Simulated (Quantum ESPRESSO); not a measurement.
Mg7ZnO8, finding a planted mistake in a log

Simulated, not a measurement. The program is pw.x of Quantum ESPRESSO 7.5 (plane-wave density functional theory). The cell is made up: 16 atoms on a doubled zincblende/diamond lattice, with randomly drawn elements, strain and displacements, not relaxed. PseudoDojo standard norm-conserving files (v0.5 for PBE, v0.4.1 for LDA and PBEsol) set the functional; there is no spin polarisation, spin-orbit coupling or dispersion term, and the masses in the input are unused placeholders.

Intended input:

```
&control calculation='scf', pseudo_dir='./dojo.nc.sr.pbe.v0_5.standard.upf', outdir='./o', disk_io='low', tprnfor=.true., tstress=.true. /
&system ibrav=0, nat=16, ntyp=3, nbnd=75, ecutwfc=84.00895049, nosym=.true., tot_charge=0,
 occupations='smearing', smearing='fd', degauss=0.0018374661
/
&electrons conv_thr=7.350e-09, electron_maxstep=60, /
ATOMIC_SPECIES
Mg 1.0 Mg.upf
O 1.0 O.upf
Zn 1.0 Zn.upf
CELL_PARAMETERS angstrom
4.6097 0.0 0.0
0.0 4.6097 0.0
0.0 0.0 9.2194
ATOMIC_POSITIONS angstrom
Mg -0.0186 -0.1314 0.0524
Mg 0.0404 2.32 2.2695
Mg 2.16 -0.0691 2.1243
Zn 2.3492 2.354 -0.0169
Mg 0.0747 0.0067 4.5507
Mg 0.0348 2.3026 6.9649
Mg 2.3547 -0.0465 6.7637
Mg 2.3508 2.3085 4.623
O 1.1063 1.2638 1.1
O 1.2323 3.4754 3.4206
O 3.5253 0.9953 3.4158
O 3.5322 3.4489 1.3199
O 1.1544 1.0351 5.5635
O 1.3433 3.1168 7.9414
O 3.5306 1.3705 8.1497
O 3.5988 3.4633 5.8702
K_POINTS automatic
5 5 3 1 1 1
```

The log is shortened where brackets say so; the opening notice, blank lines, dates and the lines on written files are dropped, and the path of the files is cut. It prints rydbergs, bohrs and kilobars, and counts compression as positive stress. Where no state is partly filled, the Fermi energy that it prints is only some level between the filled and the empty states on the mesh, and need not lie in the true gap.

Log of the intended run:

```
     Program PWSCF v.7.5
     Parallel version (MPI & OpenMP), running on       4 processor cores
     Number of MPI processes:                 4
     Threads/MPI process:                     1
     [start-up lines left out]
     bravais-lattice index     =            0
     lattice parameter (alat)  =       8.7111  a.u.
     unit-cell volume          =    1322.0400 (a.u.)^3
     number of atoms/cell      =           16
     number of atomic types    =            3
     number of electrons       =       138.00
     number of Kohn-Sham states=           75
     kinetic-energy cutoff     =      84.0090  Ry
     charge density cutoff     =     336.0358  Ry
     scf convergence threshold =      7.3E-09
     mixing beta               =       0.7000
     number of iterations used =            8  plain     mixing
     Exchange-correlation= PBE
                           (   1   4   3   4   0   0   0)
     [axes and pseudopotential details left out]
   Cartesian axes
     site n.     atom                  positions (alat units)
         1        Mg     tau(   1) = (  -0.0040350  -0.0285051   0.0113673  )
         2        Mg     tau(   2) = (   0.0087641   0.5032865   0.4923314  )
         3        Mg     tau(   3) = (   0.4685771  -0.0149901   0.4608326  )
         4        Zn     tau(   4) = (   0.5096210   0.5106623  -0.0036662  )
         5        Mg     tau(   5) = (   0.0162050   0.0014535   0.9872009  )
         6        Mg     tau(   6) = (   0.0075493   0.4995119   1.5109226  )
         7        Mg     tau(   7) = (   0.5108142  -0.0100874   1.4672755  )
         8        Mg     tau(   8) = (   0.5099681   0.5007918   1.0028852  )
         9        O      tau(   9) = (   0.2399939   0.2741610   0.2386272  )
        10        O      tau(  10) = (   0.2673276   0.7539319   0.7420440  )
        11        O      tau(  11) = (   0.7647569   0.2159143   0.7410027  )
        12        O      tau(  12) = (   0.7662538   0.7481832   0.2863310  )
        13        O      tau(  13) = (   0.2504284   0.2245482   1.2069115  )
        14        O      tau(  14) = (   0.2914072   0.6761394   1.7227585  )
        15        O      tau(  15) = (   0.7659067   0.2973079   1.7679459  )
        16        O      tau(  16) = (   0.7807016   0.7513070   1.2734451  )
     number of k points=    38  Fermi-Dirac smearing, width (Ry)=  0.0018
                       cart. coord. in units 2pi/alat
        k(    1) = (   0.1000000   0.1000000   0.0833333), wk =   0.0533333
        k(    2) = (   0.1000000   0.1000000  -0.2500000), wk =   0.0533333
     [further k points left out]
     Dense  grid:   137461 G-vectors     FFT dimensions: (  54,  54, 108)
     Estimated max dynamical RAM per process >     434.59 MB
     Estimated total dynamical RAM >       1.60 GB
     Initial potential from superposition of free atoms
     starting charge     137.9942, renormalised to     138.0000
     Starting wfcs are   77 randomized atomic wfcs
     total cpu time spent up to now is        5.8 secs
     per-process dynamical memory:   332.1 Mb
     Self-consistent Calculation
     iteration #  1     ecut=    84.01 Ry     beta= 0.70
     Davidson diagonalization with overlap
     ethr =  1.00E-02,  avg # of iterations =  4.9
     total cpu time spent up to now is       21.4 secs
     total energy              =   -1513.41391136 Ry
     estimated scf accuracy    <       4.76480398 Ry
     iteration #  2     ecut=    84.01 Ry     beta= 0.70
     Davidson diagonalization with overlap
     ethr =  3.45E-03,  avg # of iterations =  3.0
     total cpu time spent up to now is       37.3 secs
     total energy              =   -1514.47060277 Ry
     estimated scf accuracy    <       6.21481150 Ry
     [iterations 3 to 11 left out]
     iteration # 12     ecut=    84.01 Ry     beta= 0.70
     Davidson diagonalization with overlap
     ethr =  5.66E-11,  avg # of iterations =  2.4
     total cpu time spent up to now is      177.2 secs
     total energy              =   -1515.62790650 Ry
     estimated scf accuracy    <       0.00000002 Ry
     iteration # 13     ecut=    84.01 Ry     beta= 0.70
     Davidson diagonalization with overlap
     ethr =  1.78E-11,  avg # of iterations =  2.0
     total cpu time spent up to now is      189.9 secs
     End of self-consistent calculation
     [lines on levels left out]
     the Fermi energy is     7.1219 ev
!    total energy              =   -1515.62790650 Ry
     estimated scf accuracy    <          3.4E-09 Ry
     smearing contrib. (-TS)   =       0.00000000 Ry
     internal energy E=F+TS    =   -1515.62790650 Ry
     The total energy is F=E-TS. E is the sum of the following terms:
     one-electron contribution =   -1055.07133828 Ry
     hartree contribution      =     553.27520543 Ry
     xc contribution           =    -224.35944549 Ry
     ewald contribution        =    -789.47232816 Ry
     convergence has been achieved in  13 iterations
     Forces acting on atoms (cartesian axes, Ry/au):
     atom    1 type  1   force =     0.00867191    0.04782360   -0.02989997
     atom    2 type  1   force =    -0.00569906   -0.03998000    0.06845953
     atom    3 type  1   force =     0.04927509    0.04472812    0.05591820
     atom    4 type  3   force =     0.03046950   -0.02820591    0.08553357
     atom    5 type  1   force =    -0.04276100   -0.05786923   -0.03345892
     atom    6 type  1   force =     0.00169659   -0.04414818   -0.06039163
     atom    7 type  1   force =    -0.01875651    0.02533905    0.04248939
     atom    8 type  1   force =     0.02013987   -0.01192901   -0.03098513
     atom    9 type  2   force =     0.01526326   -0.06288592   -0.01752056
     atom   10 type  2   force =    -0.01423879   -0.03274852    0.00678906
     atom   11 type  2   force =    -0.03481449    0.05448202   -0.01761559
     atom   12 type  2   force =    -0.03060945    0.02337359   -0.07103778
     atom   13 type  2   force =     0.05324474    0.06067085    0.09330553
     atom   14 type  2   force =    -0.03715184    0.15934954   -0.02036367
     atom   15 type  2   force =     0.01493210   -0.13091480   -0.01838882
     atom   16 type  2   force =    -0.00966190   -0.00708519   -0.05283319
     Total force =     0.349646     Total SCF correction =     0.000088
     Computing stress (Cartesian axis) and pressure
          total   stress  (Ry/bohr**3)                   (kbar)     P=       42.61
   0.00043093  -0.00011171   0.00010613           63.39      -16.43       15.61
  -0.00011171   0.00012964  -0.00009111          -16.43       19.07      -13.40
   0.00010613  -0.00009111   0.00030849           15.61      -13.40       45.38
     init_run     :      5.31s CPU      5.59s WALL (       1 calls)
     electrons    :    179.75s CPU    184.18s WALL (       1 calls)
     forces       :      2.27s CPU      2.30s WALL (       1 calls)
     stress       :      7.80s CPU      8.02s WALL (       1 calls)
     [timing details left out]
     PWSCF        :   3m15.37s CPU   3m20.47s WALL
     JOB DONE.
```

A second run was made from an input with one planted mistake. Its log:

```
     Program PWSCF v.7.5
     Parallel version (MPI & OpenMP), running on       4 processor cores
     Number of MPI processes:                 4
     Threads/MPI process:                     1
     [start-up lines left out]
     bravais-lattice index     =            0
     lattice parameter (alat)  =       8.7111  a.u.
     unit-cell volume          =    1322.0400 (a.u.)^3
     number of atoms/cell      =           16
     number of atomic types    =            3
     number of electrons       =       138.00
     number of Kohn-Sham states=           75
     kinetic-energy cutoff     =      84.0090  Ry
     charge density cutoff     =     336.0358  Ry
     scf convergence threshold =      2.9E-02
     mixing beta               =       0.7000
     number of iterations used =            8  plain     mixing
     Exchange-correlation= PBE
                           (   1   4   3   4   0   0   0)
     [axes and pseudopotential details left out]
   Cartesian axes
     site n.     atom                  positions (alat units)
         1        Mg     tau(   1) = (  -0.0040350  -0.0285051   0.0113673  )
         2        Mg     tau(   2) = (   0.0087641   0.5032865   0.4923314  )
         3        Mg     tau(   3) = (   0.4685771  -0.0149901   0.4608326  )
         4        Zn     tau(   4) = (   0.5096210   0.5106623  -0.0036662  )
         5        Mg     tau(   5) = (   0.0162050   0.0014535   0.9872009  )
         6        Mg     tau(   6) = (   0.0075493   0.4995119   1.5109226  )
         7        Mg     tau(   7) = (   0.5108142  -0.0100874   1.4672755  )
         8        Mg     tau(   8) = (   0.5099681   0.5007918   1.0028852  )
         9        O      tau(   9) = (   0.2399939   0.2741610   0.2386272  )
        10        O      tau(  10) = (   0.2673276   0.7539319   0.7420440  )
        11        O      tau(  11) = (   0.7647569   0.2159143   0.7410027  )
        12        O      tau(  12) = (   0.7662538   0.7481832   0.2863310  )
        13        O      tau(  13) = (   0.2504284   0.2245482   1.2069115  )
        14        O      tau(  14) = (   0.2914072   0.6761394   1.7227585  )
        15        O      tau(  15) = (   0.7659067   0.2973079   1.7679459  )
        16        O      tau(  16) = (   0.7807016   0.7513070   1.2734451  )
     number of k points=    38  Fermi-Dirac smearing, width (Ry)=  0.0018
                       cart. coord. in units 2pi/alat
        k(    1) = (   0.1000000   0.1000000   0.0833333), wk =   0.0533333
        k(    2) = (   0.1000000   0.1000000  -0.2500000), wk =   0.0533333
     [further k points left out]
     Dense  grid:   137461 G-vectors     FFT dimensions: (  54,  54, 108)
     Estimated max dynamical RAM per process >     434.59 MB
     Estimated total dynamical RAM >       1.60 GB
     Initial potential from superposition of free atoms
     starting charge     137.9942, renormalised to     138.0000
     Starting wfcs are   77 randomized atomic wfcs
     total cpu time spent up to now is        7.2 secs
     per-process dynamical memory:   332.1 Mb
     Self-consistent Calculation
     iteration #  1     ecut=    84.01 Ry     beta= 0.70
     Davidson diagonalization with overlap
     ethr =  1.00E-02,  avg # of iterations =  4.9
     total cpu time spent up to now is       26.4 secs
     total energy              =   -1513.41391136 Ry
     estimated scf accuracy    <       4.76480398 Ry
     iteration #  2     ecut=    84.01 Ry     beta= 0.70
     Davidson diagonalization with overlap
     ethr =  3.45E-03,  avg # of iterations =  3.0
     total cpu time spent up to now is       44.9 secs
     total energy              =   -1514.47060277 Ry
     estimated scf accuracy    <       6.21481150 Ry
     iteration #  3     ecut=    84.01 Ry     beta= 0.70
     Davidson diagonalization with overlap
     ethr =  3.45E-03,  avg # of iterations =  2.0
     total cpu time spent up to now is       62.2 secs
     total energy              =   -1515.60477528 Ry
     estimated scf accuracy    <       0.05322954 Ry
     iteration #  4     ecut=    84.01 Ry     beta= 0.70
     Davidson diagonalization with overlap
     ethr =  3.86E-05,  avg # of iterations =  7.2
     total cpu time spent up to now is       81.6 secs
     total energy              =   -1515.62395987 Ry
     estimated scf accuracy    <       0.03917748 Ry
     iteration #  5     ecut=    84.01 Ry     beta= 0.70
     Davidson diagonalization with overlap
     ethr =  2.84E-05,  avg # of iterations =  2.1
     total cpu time spent up to now is       94.2 secs
     End of self-consistent calculation
     [lines on levels left out]
     the Fermi energy is     7.0905 ev
!    total energy              =   -1515.62415290 Ry
     estimated scf accuracy    <       0.00729325 Ry
     smearing contrib. (-TS)   =       0.00000000 Ry
     internal energy E=F+TS    =   -1515.62415290 Ry
     The total energy is F=E-TS. E is the sum of the following terms:
     one-electron contribution =   -1055.53620014 Ry
     hartree contribution      =     553.91696361 Ry
     xc contribution           =    -224.53258821 Ry
     ewald contribution        =    -789.47232816 Ry
     convergence has been achieved in   5 iterations
     Forces acting on atoms (cartesian axes, Ry/au):
     atom    1 type  1   force =     0.00679682    0.04998729   -0.02570125
     atom    2 type  1   force =    -0.00507164   -0.03835644    0.06646627
     atom    3 type  1   force =     0.04944253    0.04284896    0.05794089
     atom    4 type  3   force =     0.02696514   -0.03164347    0.07489737
     atom    5 type  1   force =    -0.04081227   -0.05729454   -0.03091429
     atom    6 type  1   force =     0.00053737   -0.04176405   -0.05834219
     atom    7 type  1   force =    -0.01686377    0.02233029    0.03968568
     atom    8 type  1   force =     0.01862425   -0.01130848   -0.02950923
     atom    9 type  2   force =     0.01670551   -0.06428339   -0.02348820
     atom   10 type  2   force =    -0.01364425   -0.03260143    0.00381483
     atom   11 type  2   force =    -0.03451702    0.05515501   -0.01801723
     atom   12 type  2   force =    -0.03102170    0.02403523   -0.07892361
     atom   13 type  2   force =     0.05417261    0.05996945    0.09861188
     atom   14 type  2   force =    -0.03616791    0.16215114   -0.01507976
     atom   15 type  2   force =     0.01481837   -0.13317257   -0.01526060
     atom   16 type  2   force =    -0.00996403   -0.00605300   -0.04618054
     Total force =     0.349207     Total SCF correction =     0.217511
     SCF correction compared to forces is large: reduce conv_thr to get better values
     Computing stress (Cartesian axis) and pressure
          total   stress  (Ry/bohr**3)                   (kbar)     P=       81.58
   0.00069675  -0.00011401   0.00009679          102.50      -16.77       14.24
  -0.00011401   0.00038051  -0.00008962          -16.77       55.97      -13.18
   0.00009679  -0.00008962   0.00058651           14.24      -13.18       86.28
     init_run     :      6.40s CPU      6.78s WALL (       1 calls)
     electrons    :     85.12s CPU     87.00s WALL (       1 calls)
     forces       :      2.45s CPU      2.50s WALL (       1 calls)
     stress       :      7.77s CPU      7.97s WALL (       1 calls)
     [timing details left out]
     PWSCF        :   1m42.26s CPU   1m44.88s WALL
     JOB DONE.
```

Question: what was wrong in the second input?

Answer: the self-consistency threshold is too loose. The input lines that differ, file-writing options aside:

```
- &electrons conv_thr=7.350e-09, electron_maxstep=60, /
+ &electrons conv_thr=2.940e-02, electron_maxstep=60, /
```

|  | intended run | run with the mistake |
| --- | --- | --- |
| free energy (eV) | -20621.168 | -20621.117 |
| smearing term -TS (eV) | 0.0000 | 0.0000 |
| pressure (GPa) | 4.26 | 8.16 |
| largest force component (eV/Å) | 4.097 | 4.169 |
| largest change of a force component (eV/Å) |  | 0.273 |
| iterations | 13 | 5 |

For scale, a rerun of the intended cell at 1437 eV and a 7 x 7 x 5 mesh moved values by no more than 0.007 eV in energy, 0.05 GPa in stress and 0.005 eV/Å in force.